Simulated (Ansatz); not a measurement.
CoMo:
```
CoMo
1.0
    0.00000     2.41026     2.41026
    2.41026     0.00000     2.41026
    2.41026     2.41026     0.00000
Co Mo
1 1
Direct
  0.00000   0.00000   0.00000
  0.50000   0.50000   0.50000
```
The run is spin-polarised; directions of the spins, atom by atom: 0 0.

Relaxed with r²SCAN.

Task: Map the spin density (μB/Å³) on the plane through (0.000, 0.000, 0.000) spanned by u = [1, 0, 0] and v = [0, 1, -1] in lattice vectors, from plane-wave PAW r²SCAN (Ansatz code).

Result: x is the fraction of u, y of v (the angle between them is 90°; rows are the nearest grid lines); atoms in the plane: Co at (0.00, 0.00), Mo at (0.50, 0.50).
```
|962000000000000269|
|631000000000000136|
|210000000000000012|
|000000000000000000|
|000000000000000000|
|000000000000000000|
|000000000000000000|
|000000000000000000|
|000000000000000000|
|000000000000000000|
|000000000000000000|
|000000000000000000|
|000000000000000000|
|000000000000000000|
|000000000000000000|
|210000000000000012|
|631000000000000136|
|962000000000000269|
```
Scale: ten equal steps from -0.002 (start of '0') to 1.17 (end of '9'), in the order '0123456789'; x runs from 0.000 to 1.00, y from 0.000 (bottom) to 1.00 (top).

The density is the valence pseudo-density with augmentation charge, so density and ELF within about 1 Å of a nucleus are not all-electron values.

Space group Fm-3m (rock salt). The start of the workflow was typed in or built on a structure type; neither database checked (COD, Materials Project) lists it. Its standing as an ambient phase is unchecked. The r²SCAN relaxation kept the symmetry of its start; its stability against distortions is not shown here. The final state is ferromagnetic, the only order run, not a proven ground state. Its formation energy is positive at this level, so the cell may be metastable or incomplete. Other orbital occupations within this spin state were not tried. For itinerant 3d metals, meta-GGAs of the SCAN family and hybrids are commonly reported to give too large moments.

Potentials: the later of the program's two PAW sets.
